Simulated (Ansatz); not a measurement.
**Eigenvalues along a path: Li$_{2}$Pt (fluorite type)**

```xyz
3
Lattice="0.0000 2.7213 2.7213 2.7213 0.0000 2.7213 2.7213 2.7213 0.0000" Properties=species:S:1:pos:R:3 pbc="T T T"
Pt    0.0000    0.0000    0.0000
Li    1.3607    1.3607    1.3607
Li    4.0820    4.0820    4.0820
```

The cell comes from a relaxation on PAW files under the same functional, begun from a prototype that needn't be the stable phase.

Level of theory: DFT with PBEsol, scalar-relativistic, in Ansatz 0.2.0; a Γ-centred 11×11×11 k mesh, Fermi–Dirac smearing of 0.05 eV, no spin polarisation. LAPW: all electrons, basis error target 0.5 meV/atom.

This run: volume at 0.8 of the series' base cell.

Spin–orbit coupling is left out, which matters for the heavy atoms.

Path points, in fractions of the reciprocal vectors: Γ (0.000, 0.000, 0.000), X (0.500, 0.000, 0.500), U (0.625, 0.250, 0.625), K (0.375, 0.375, 0.750), L (0.500, 0.500, 0.500), W (0.500, 0.250, 0.750). The distance column jumps between branches of the path. Levels in eV from the Fermi level; bands 19 to 27, counted from the lowest band of the run. The gap is zero, the pressure 13.77 GPa.

```
# k(1/Å) point b19 b20 b21 b22 b23 b24 b25 b26 b27
0.000 Γ -4.85 -2.36 -2.36 -2.36 -1.17 -1.17 9.94 9.94 9.94
0.144 - -4.79 -2.35 -2.33 -2.33 -1.21 -1.15 9.15 9.15 9.49
0.289 - -4.59 -2.32 -2.23 -2.23 -1.31 -1.11 7.92 7.92 8.56
0.433 - -4.30 -2.27 -2.06 -2.06 -1.44 -1.04 6.71 6.71 7.43
0.577 - -3.97 -2.21 -1.84 -1.84 -1.49 -0.95 5.59 5.59 6.16
0.722 - -3.68 -2.15 -1.57 -1.57 -1.36 -0.86 4.60 4.60 4.85
0.866 - -3.53 -2.11 -1.29 -1.29 -0.94 -0.79 3.59 3.79 3.79
1.010 - -3.49 -2.08 -1.06 -1.06 -0.74 -0.32 2.48 3.24 3.24
1.154 X -3.49 -2.06 -0.96 -0.96 -0.72 0.09 1.92 3.04 3.04
1.205 - -3.48 -2.06 -0.97 -0.96 -0.73 0.08 1.93 3.03 3.06
1.256 - -3.45 -2.05 -0.98 -0.97 -0.76 0.02 1.96 2.98 3.12
1.308 - -3.40 -2.03 -1.01 -0.99 -0.80 -0.06 2.02 2.91 3.22
1.359 - -3.34 -2.01 -1.05 -1.01 -0.85 -0.18 2.09 2.83 3.36
1.410 - -3.26 -1.98 -1.10 -1.04 -0.91 -0.31 2.18 2.73 3.53
1.461 - -3.17 -1.94 -1.15 -1.07 -0.98 -0.47 2.30 2.62 3.72
1.512 - -3.07 -1.90 -1.21 -1.11 -1.04 -0.63 2.43 2.51 3.95
1.563 U -2.96 -1.87 -1.27 -1.15 -1.11 -0.79 2.39 2.58 4.19
2.270 K -2.96 -1.87 -1.27 -1.15 -1.11 -0.79 2.39 2.58 4.19
2.423 - -2.67 -1.98 -1.48 -1.31 -1.29 -1.01 2.12 3.12 5.03
2.576 - -2.65 -2.29 -1.69 -1.50 -1.41 -0.83 2.12 3.80 6.00
2.729 - -3.19 -2.20 -1.88 -1.71 -1.46 -0.76 2.65 4.61 7.05
2.882 - -3.74 -2.14 -2.05 -1.91 -1.44 -0.90 3.75 5.56 8.15
3.035 - -4.20 -2.19 -2.15 -2.10 -1.37 -1.06 5.22 6.64 9.20
3.188 - -4.56 -2.28 -2.24 -2.24 -1.27 -1.14 6.92 7.84 9.97
3.341 - -4.78 -2.34 -2.33 -2.33 -1.20 -1.16 8.72 9.09 10.02
3.494 Γ -4.85 -2.36 -2.36 -2.36 -1.17 -1.17 9.94 9.94 9.94
3.619 - -4.80 -2.35 -2.34 -2.34 -1.18 -1.18 8.89 9.72 9.72
3.744 - -4.65 -2.30 -2.28 -2.28 -1.20 -1.20 7.29 9.23 9.23
3.869 - -4.41 -2.23 -2.20 -2.20 -1.21 -1.21 5.70 8.62 8.62
3.994 - -4.09 -2.13 -2.13 -2.12 -1.18 -1.18 4.21 8.00 8.00
4.119 - -3.73 -2.10 -2.10 -1.94 -1.10 -1.10 2.84 7.41 7.41
4.244 - -3.38 -2.10 -2.10 -1.64 -0.99 -0.99 1.60 6.93 6.93
4.369 - -3.15 -2.10 -2.10 -1.14 -0.90 -0.90 0.51 6.61 6.61
4.494 L -3.07 -2.11 -2.11 -0.86 -0.86 -0.41 -0.41 6.50 6.50
4.596 - -3.03 -2.12 -2.08 -1.01 -0.87 -0.43 -0.22 6.35 6.40
4.698 - -2.94 -2.17 -2.00 -1.22 -0.90 -0.47 0.13 5.95 6.13
4.800 - -2.79 -2.24 -1.86 -1.38 -0.95 -0.52 0.53 5.37 5.72
4.902 - -2.60 -2.33 -1.67 -1.50 -1.05 -0.56 0.96 4.70 5.22
5.004 - -2.42 -2.41 -1.57 -1.43 -1.17 -0.56 1.43 4.01 4.68
5.106 - -2.50 -2.22 -1.61 -1.38 -1.14 -0.50 1.91 3.38 4.13
5.208 - -2.55 -2.04 -1.63 -1.54 -1.00 -0.38 2.39 2.90 3.60
5.310 W -2.57 -1.93 -1.63 -1.63 -0.96 -0.31 2.71 2.71 3.26
5.382 - -2.66 -1.83 -1.73 -1.53 -0.96 -0.31 2.60 2.81 3.26
5.454 - -2.84 -1.82 -1.60 -1.42 -0.96 -0.29 2.48 2.88 3.24
5.527 - -3.02 -1.89 -1.34 -1.31 -0.96 -0.26 2.34 2.94 3.21
5.599 - -3.18 -1.95 -1.20 -1.11 -0.96 -0.21 2.22 2.98 3.18
5.671 - -3.31 -2.00 -1.11 -0.96 -0.92 -0.13 2.10 3.01 3.13
5.743 - -3.41 -2.04 -1.03 -0.96 -0.80 -0.03 2.00 3.03 3.09
5.815 - -3.47 -2.06 -0.98 -0.96 -0.74 0.06 1.94 3.04 3.05
5.887 X -3.49 -2.06 -0.96 -0.96 -0.72 0.09 1.92 3.04 3.04
```
